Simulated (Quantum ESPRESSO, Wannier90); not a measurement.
## Wannier functions of GaSb (zinc blende)

```
CELL_PARAMETERS angstrom
      0.00000     3.06860     3.06860
      3.06860     0.00000     3.06860
      3.06860     3.06860     0.00000
ATOMIC_POSITIONS crystal
  Ga 0.00000 0.00000 0.00000
  Sb 0.25000 0.25000 0.25000
```

Structure: Materials Project mp-1156, symmetrised, not relaxed again. COD (Crystallography Open Database) has an entry of this formula and space group (matched by these alone). Method: PBEsol plane waves in Quantum ESPRESSO 7.5 (PseudoDojo norm-conserving files, 64 Ry, spinors with spin-orbit coupling), Bloch states on a 6×6×6 mesh through Γ, Wannier90 4.0.1. Density: 10×10×10 mesh, cold smearing 0.01 Ry. With spin-orbit coupling a semilocal functional can close or falsely invert a small gap; the band order was not checked against a better method.

The plane-wave run has 50 bands and 28 electrons a cell. On the energy scale of pw.x, whose zero is arbitrary, the Fermi level lies at 8.24 eV.

Isolated groups of bands, relative to the Fermi level (bands from 23 on overlap up to the last one computed):

| bands | from (eV) | to (eV) | filling | weight on atomic waves |
|---|---|---|---|---|
| 1–4 | -29.64 | -29.63 | filled | Sb 4d 100 % |
| 5–10 | -28.40 | -28.39 | filled | Sb 4d 100 % |
| 11–14 | -15.48 | -15.44 | filled | Ga 3d 100 % |
| 15–20 | -15.04 | -14.97 | filled | Ga 3d 100 % |
| 21–22 | -11.62 | -9.16 | filled | Sb 5s 57 %, Ga 4p 22 %, Ga 4s 16 % |

Input w.win, without the blocks of cell, atoms and k-points (216 lines):

```
num_bands = 30
num_wann = 16
exclude_bands = 1-20
spinors = true
num_iter = 1000
conv_tol = 1.0e-6
conv_window = 4
dis_num_iter = 1000
dis_conv_tol = 1.0e-6
dis_froz_max = 13.74
write_hr = true
write_u_matrices = true
begin projections
f=0.00888,-0.01280,0.00471: s;p
f=0.25291,0.25651,0.23606: s;p
end projections
mp_grid = 6 6 6
```

wannier90.x stops with:
```
dis_windows: More states in the frozen window than target WFs
```
At some k-point more bands lie below dis_froz_max than there are Wannier functions, and every frozen state has to fit into the subspace. Mended as below, all else unchanged, the run goes through (Ω_I = 26.0 Å²) and follows the plane-wave bands to 20 meV rms (states up to 1.0 eV relative to the Fermi level).
```
dis_froz_max = 9.74
```
